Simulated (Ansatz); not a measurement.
NiSb (CsCl type, Pm-3m) under volume change, DFT-PBEsol in the program Ansatz with PAW potentials, scaled uniformly.

| V (Å³/atom) | E − E(relaxed) (meV/atom) | P (GPa) |
|---|---|---|
| 15.081 | 61.6 | 14.59 |
| 15.578 | 25.5 | 8.82 |
| 16.075 | 5.9 | 3.96 |
| 16.573 | 0.0 | 0.00 |
| 17.070 | 5.2 | -3.29 |
| 17.567 | 20.0 | -6.13 |
| 18.064 | 42.9 | -8.57 |

Question: What does a third-order Birch–Murnaghan fit give for V₀, B₀ and B′?

Answer: V₀ = 16.57 Å³/atom, B₀ = 122 GPa, B′ = 4.9.

The cell is a constructed one: a structure type filled with these elements; neither database checked (COD, Materials Project) lists it. COD files the formula under space group No. 194, so this cell is another polymorph or a model. Whether it is the stable phase at ambient conditions was not checked. The PBEsol relaxation kept the symmetry of its start; of distortions, only those at the zone centre were tested. The workflow began spin-polarised and lost its moments. Scalar-relativistic: spin–orbit coupling is off unless named, which matters more the heavier the elements.

Potentials: the earlier of the program's two PAW sets.
